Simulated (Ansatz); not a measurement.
PbF$_{2}$:
```yaml
crystal:
  lattice:
    - [0.00000, 3.00034, 3.00034]
    - [3.00034, 0.00000, 3.00034]
    - [3.00034, 3.00034, 0.00000]
  atoms:
    - { symbol: Pb, position: [0.00000, 0.00000, 0.00000] }
    - { symbol: F, position: [0.25000, 0.25000, 0.25000] }
    - { symbol: F, position: [0.75000, 0.75000, 0.75000] }
```

x, y and z are the axes in which the lattice vectors are written.

Task: Give the high-frequency dielectric tensor and the Born effective charge tensors of the independent atoms from DFPT, PBE (plane waves, PAW; program Ansatz).

Result: 
ε∞:
```
3.29  0.00  0.00
0.00  3.29  0.00
0.00  0.00  3.29
```
Z* of atom 1 (Pb), rows: field, columns: displacement, in e:
```
3.17  0.00  0.00
0.00  3.17  0.00
0.00  0.00  3.17
```
Z* of atom 2 (F), rows: field, columns: displacement, in e:
```
-1.58   0.00   0.00
 0.00  -1.58   0.00
 0.00   0.00  -1.58
```

Static charges for comparison (Bader): Pb1 +1.58, F2 -0.79 e. Born charges measure polarisation by displacement and can exceed these by far.

Space group Fm-3m (fluorite). The PBE relaxation kept the symmetry of its start. Spin–orbit coupling is left out wherever it is not named.

Potentials: the later of the program's two PAW sets.
